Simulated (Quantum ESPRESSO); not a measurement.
# Au3MoAl3Zr: a curve over strain

A calculation, not a measurement. The program is pw.x of Quantum ESPRESSO 7.5 (plane-wave density functional theory). The cell is made up: eight metal atoms on a face-centred cubic lattice, with elements, volume, strain and displacements drawn at random and not relaxed, so it may be unstable or far from any real phase. PseudoDojo standard norm-conserving files set the functional (PBE unless stated); there is no spin polarisation or spin-orbit coupling, the Fermi-Dirac width of 0.25 eV means electrons at about 2900 K, and the masses in the input are unused placeholders. Heavy elements are run without spin-orbit coupling, which real alloys of them have. A spin test at this wide smearing found no moment, but such smearing suppresses magnetism that the real alloy may have.

Seven runs add a strain to one cell (zz); the atoms follow the cell and are not relaxed. Stress in the table is positive in tension.

Input of the run at +0.0043:

```
&control calculation='scf', pseudo_dir='./dojo.nc.sr.pbe.v0_5.standard.upf', outdir='./o', disk_io='minimal', tprnfor=.true., tstress=.true. /
&system ibrav=0, nat=8, ntyp=4, nbnd=56, ecutwfc=79.96652505, nosym=.true., tot_charge=0,
 occupations='smearing', smearing='fd', degauss=0.0183746611
/
&electrons conv_thr=1.470e-08, electron_maxstep=70, mixing_beta=0.5 /
ATOMIC_SPECIES
Al 1.0 Al.upf
Au 1.0 Au.upf
Mo 1.0 Mo.upf
Zr 1.0 Zr.upf
CELL_PARAMETERS angstrom
0.0 -2.0834 -2.0924
-4.1667 2.0834 -2.0924
6.2501 6.2501 -4.1846
ATOMIC_POSITIONS angstrom
Au 0.0605 -0.0176 0.0155
Au 0.0749 2.1429 -2.1829
Mo 0.0044 4.1743 -4.1884
Al 4.2787 4.1217 -4.1058
Au -2.1213 0.0392 -2.1515
Zr -2.0204 2.0132 -4.2763
Al 2.1326 2.1081 -4.1523
Al 2.0288 4.1618 -6.2372
K_POINTS automatic
8 5 3 1 1 1
```

| added strain | free energy less that of the input shown (eV) | stress xx (GPa) | stress yy (GPa) | stress zz (GPa) | stress xy (GPa) | pressure (GPa) | iterations |
| --- | --- | --- | --- | --- | --- | --- | --- |
| -0.0247 | -0.0320 | 1.19 | -0.87 | -0.89 | 0.69 | 0.19 | 17 |
| -0.0212 | -0.0340 | 1.59 | -0.47 | -0.36 | 0.71 | -0.26 | 17 |
| -0.0152 | -0.0336 | 2.26 | 0.20 | 0.54 | 0.74 | -1.00 | 17 |
| -0.0066 | -0.0247 | 3.17 | 1.11 | 1.77 | 0.79 | -2.02 | 17 |
| +0.0043 | 0.0000 | 4.24 | 2.19 | 3.25 | 0.85 | -3.23 | 17 |
| +0.0089 | 0.0147 | 4.66 | 2.62 | 3.84 | 0.87 | -3.71 | 17 |
| +0.0157 | 0.0408 | 5.27 | 3.23 | 4.70 | 0.91 | -4.40 | 17 |

A cubic fit gives a slope of stress zz against the added strain of 135 GPa at zero added strain, with the atoms clamped. Across the table the energy follows the integral of volume times stress to 0.6 meV. A rerun of one of the cells at a higher cutoff and on a denser mesh moved values by no more than 0.002 eV in energy, 0.11 GPa in stress and 0.010 eV/Å in force, and a second program with other atomic files agreed on that cell to 2 % rms in force and 0.5 GPa in pressure.